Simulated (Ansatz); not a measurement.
One crystal and one scan (energy against volume) at two levels, PBE (plane waves to 420 eV, PAW, scalar-relativistic; Ansatz, an electronic-structure program) and PBEsol (plane waves to 420 eV, PAW, scalar-relativistic; Ansatz), each from its own relaxed cell and on its own mesh. The cell shown is that of PBE.

AgBr (rock salt)

```
CELL_PARAMETERS angstrom
      0.00000     2.92043     2.92043
      2.92043     0.00000     2.92043
      2.92043     2.92043     0.00000
ATOMIC_POSITIONS crystal
  Br 0.00000 0.00000 0.00000
  Ag 0.50000 0.50000 0.50000
```

This relaxed cell (volume V₀) is scaled evenly in all directions, its shape held. Symmetry pins the atoms to their sites.

Energies are smeared free energies. AgBr was relaxed with its symmetry unable to fall. Both scans cover V/V₀ from 0.940 to 1.060.

ΔE (meV/atom), each from the relaxed starting cell of its own level:

```
V/V₀    PBE    PBEsol
-----  ----  --------
0.940  12.4  withheld
0.952   7.7       9.6
0.964   4.2       5.3
0.976   1.8       2.3
0.988   0.4       0.6
1.000   0.0       0.0
1.012   0.4       0.5
1.024   1.6       2.0
1.036   3.6       4.5
1.048   6.3       7.7
1.060   9.6      11.8
```

### Question
Estimate the PBEsol value at 0.940 from the PBE value there and the ratio of the two levels in the two nearest given rows on that side of the minimum.

### Answer
At 0.952 and 0.964 the ratio PBEsol/PBE averages 1.254, which gives 1.254 × 12.4 = 15.5 meV/atom. The calculation gives 15.4 meV/atom, +24.2 % against PBE.

(A scan under strain: stresses follow from slopes of the energy per volume, elastic moduli from its curvatures.)
